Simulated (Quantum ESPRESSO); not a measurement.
# Where does F sit best among O sites?

These are calculations, not measurements. They come from pw.x of Quantum ESPRESSO 7.5, a plane-wave density functional program, with PseudoDojo standard norm-conserving files (v0.5 for PBE, v0.4.1 for LDA and PBEsol). The cells are made up: elements, strain and atom displacements were drawn at random, and nothing was relaxed. There is no spin polarisation, spin-orbit coupling or dispersion term.

The cell has 9 sites of a quartz lattice. Sites 1 to 3 hold Si Si Si; sites 4 to 9 hold X X X O empty X. Cell vectors in Å: (5.156, -0.054, 0.025); (-2.624, 4.437, -0.062); (0.028, -0.063, 5.670). Settings: PBE, cutoff 1143 eV, 7 x 7 x 6 k mesh shifted by half a step, Fermi-Dirac smearing of 0.1 eV.

In each run one of the sites marked X holds F and the others hold O; cell and positions stay the same. E is the free energy of the cell.

| site of the guest | first shell | mean distance (Å) | E above the lowest (eV) | P (GPa) | force on the guest (eV/Å) |
| --- | --- | --- | --- | --- | --- |
| 4 | Si2 | 1.608 | 0.853 | 4.15 | 3.195 |
| 5 | Si2 | 1.634 | 0.000 | 3.86 | 4.460 |
| 6 | Si2 | 1.687 | 0.187 | 4.26 | 2.997 |
| 9 | Si2 | 1.710 | 0.185 | 4.76 | 2.970 |

A rerun of one of these cells at 1437 eV and k mesh 9 x 9 x 8 moved values by no more than 0.002 eV in the cell's energy, 0.02 GPa in stress and 0.002 eV/Å in force.

## Reading the table

Site 5 is lowest, by 0.185 eV, over three times the rerun's bound. A straight line of energy against the mean distance has a slope of -4.5 ± 4.7 eV/Å, so these few sites cannot settle whether the distance sets the order. The positions are random and not relaxed, so the differences hold for this frozen cell and are not site preferences of a real crystal.